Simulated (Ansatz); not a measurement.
Two states of YbBi2IO4

```yaml
crystal:
  lattice:
    - [3.90252, 0.00000, 0.00000]
    - [0.00000, 3.90252, 0.00000]
    - [0.00000, 0.00000, 9.61580]
  atoms:
    - { symbol: I, position: [0.00000, 0.00000, 0.50000] }
    - { symbol: Yb, position: [0.00000, 0.00000, 0.00000] }
    - { symbol: Bi, position: [0.50000, 0.50000, 0.74290] }
    - { symbol: Bi, position: [0.50000, 0.50000, 0.25710] }
    - { symbol: O, position: [0.50000, 0.00000, 0.86200] }
    - { symbol: O, position: [0.00000, 0.50000, 0.86200] }
    - { symbol: O, position: [0.50000, 0.00000, 0.13800] }
    - { symbol: O, position: [0.00000, 0.50000, 0.13800] }
```

Level: r2SCAN; 500 eV; 6×6×3 Γ-centred mesh; methfessel-paxton occupations (width 0.1143 eV); Ansatz 0.2.0, fixed geometry.

State A: no moments (no spin polarisation). State B: Yb2 up (collinear spin).

Question: Compare the two self-consistent states.

Answer: State B is lower by 79.1 meV an atom at zero smearing.

| state | free energy (meV/atom) | largest moment in a small sphere (μB) | net moment (μB/cell) | gap on mesh (eV) | pressure (GPa) | largest force (eV/Å) |
| --- | --- | --- | --- | --- | --- | --- |
| A | 79.2 | 0.00 | 0.00 | metal | -1.4 | 0.96 |
| B | 0.0 | 0.91 | 1.00 | 0.75 | -1.8 | 0.94 |

Origin: a database entry at a rescaled volume. Caveats: no spin-orbit coupling, which can shift this gap by tenths of an eV; f shells without a U or exact exchange are poorly placed; odd electron count without spin polarisation, so a magnetic state may lie lower.
